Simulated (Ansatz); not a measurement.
PtCl2:
Space group Pnnm (No. 58); a = 3.466 Å, b = 10.595 Å, c = 3.408 Å, α = β = γ = 90.00°

```tsv
atom	site	symmetry	x	y	z
Pt	2b	..2/m	0.0000	0.0000	0.5000
Cl	4g	..m	0.0616	0.1419	0.0000
```

Relaxed with LDA. DFT-LDA in the program Ansatz with PAW potentials gives a gap of 0.50 eV.

**Question.** What gap does HSE06 give on the same cell (Ansatz, PAW)?

**Answer.** 2.23 eV, 1.72 eV more. The hybrid was solved on a coarser mesh and at special points; its gap is the smallest among all of these.

Cost on shared cores: the LDA run (SCF on a 8×3×8 mesh, then bands and DOS) about 100 core-seconds (a rough figure), the HSE06 run (SCF on 5×2×5, then a few points) around 2.6 core-minutes (rough); the tasks are unlike.

The workflow started from a Materials Project entry (that database holds measured and hypothetical structures alike); the Crystallography Open Database copy checked does not list it. COD files the formula under space group No. 166, so this cell is another polymorph or a model. Whether it is the stable phase at ambient conditions was not checked. The cell was relaxed with LDA under the symmetry of its start; its stability against distortions is not shown here. No spin polarisation was allowed. A crystal of weakly bound chains computed without a dispersion correction: the cell and the soft elastic constants depend strongly on that. Scalar-relativistic: spin–orbit coupling is off unless named, which matters more the heavier the elements.

Potentials: the later of the program's two PAW sets.
